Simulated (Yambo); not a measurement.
Li₂PtH₆ (space group Fm-3m, No. 225), G0W0@PBEsol in Yambo with this input:

```
rim_cut
gw0
dyson
el_el_corr
HF_and_locXC
ppa
em1d
RandQpts= 1000000
RandGvec= 1 Ry
EXXRLvcs= 84 Ry
VXCRLvcs= 336 Ry
Chimod= "HARTREE"
% BndsRnXp
 7 | 135 |
%
NGsBlkXp= 8 Ry
% LongDrXp
 1.0 | 1.0 | 1.0 |
%
PPAPntXp= 27.2114 eV
% GbndRnge
 1 | 135 |
%
GTermKind= "BG"
DysSolver= "n"
ExtendOut
```

On a 4×4×4 mesh, with wavefunctions cut at 84 Ry, the gap ((0, 0.25, -0.25) → X) is 4.793 eV and the valence edge shifts by -1.164 eV.

Task: What happens with this change: pole fitted at 15 eV?

Result: The gap falls by 0.043 eV, to 4.750 eV; the shift of the valence edge becomes -1.076 eV. Neither run is shown to be the converged limit. The mesh misses a band edge: along a dense path the PBEsol gap is 2.69 eV against 2.86 eV on the mesh.

Spin-orbit coupling is not included.

Geometry of the Materials Project entry, not relaxed at this level; primitive cell a = b = c = 4.7022 Å, α = β = γ = 60.00°.

The structure is a Materials Project entry; no match was found in the copy of COD used, and its stability was not checked.

A shift is the quasiparticle energy of the state minus its PBEsol energy.
